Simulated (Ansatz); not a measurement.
**Structure relaxation, MgS**

The start is a generated trial cell of MgS in the AFLOW prototype AB_cF16_227_a_b (B32, as in NaTl). The structure is fully relaxed (lattice and positions, P = 0) with r2SCAN (plane waves to 500 eV, PAW, scalar-relativistic; Ansatz, a quantum-chemistry and plane-wave program). The first steps use a 8×8×8 k-mesh.

Input geometry:
```
CELL_PARAMETERS angstrom
      0.00000     3.51494     3.51494
      3.51494     0.00000     3.51494
      3.51494     3.51494     0.00000
ATOMIC_POSITIONS crystal
  Mg 0.75000 0.75000 0.75000
  Mg 0.50000 0.50000 0.50000
  S  0.00000 0.00000 0.00000
  S  0.25000 0.25000 0.25000
```

| Item | Result |
|---|---|
| Initial pressure | -7.4 GPa (negative: the cell is under tension) |
| Outcome | The space group stays Fd-3m (No. 227) (the run could not lower it); the end is AFLOW prototype AB_cF16_227_a_b (B32, as in NaTl), with 4 atoms in the primitive cell |
| Energy released | 0.10 eV/atom |
| Volume change | -16.4 %, from 21.71 to 18.15 Å³/atom |
| Band gap at the end | no gap (metallic) |
| Optimiser moves | 6 |

Final values are on a 12×12×12 k-mesh of the relaxed cell. No spin polarisation in the result.

The run could not lose the symmetry of its start: the end is stationary, and may be a saddle point rather than a minimum.

All atoms sit on sites fixed by symmetry, so only the cell could relax.

The relaxed structure here is a generated cell of MgS: the first start was made by placing the elements on the sites of a structure type, and the end was not matched to a known phase here, so it may be hypothetical. Known forms of MgS include space group No. 216, 225.
